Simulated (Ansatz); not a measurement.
BaF2:
```
BaF2
1.0
    4.40258     0.00000     0.00000
   -2.20129     3.81275     0.00000
    0.00000     0.00000     6.00812
Ba F
2 4
Direct
  0.33333   0.66667   0.25000
  0.66667   0.33333   0.75000
  0.00000   0.00000   0.50000
  0.00000   0.00000   0.00000
  0.66667   0.33333   0.25000
  0.33333   0.66667   0.75000
```

r²SCAN in the plane-wave PAW code Ansatz gives a gap of 6.65 eV without spin–orbit coupling, maximum at Γ, minimum at K.

Task: What happens when spin–orbit coupling is switched on?

Result: The gap stays essentially unchanged, to 6.65 eV; maximum at Γ, minimum at K.

Task: Give the electron effective mass with spin–orbit coupling.

Result: 0.55, 0.65, 0.65 mₑ (principal values).

Task: Give the hole effective mass with spin–orbit coupling.

Result: 0.99, 7.4, 7.4 mₑ (principal values).

Space group P6_3/mmc. The workflow started from a Materials Project entry (that database holds measured and hypothetical structures alike); the Crystallography Open Database copy checked does not list it. It is not the phase usual at ambient conditions (space group No. 225). The cell was relaxed with r²SCAN under the symmetry of its start; its stability against distortions is not shown here.

Potentials: the later of the program's two PAW sets.
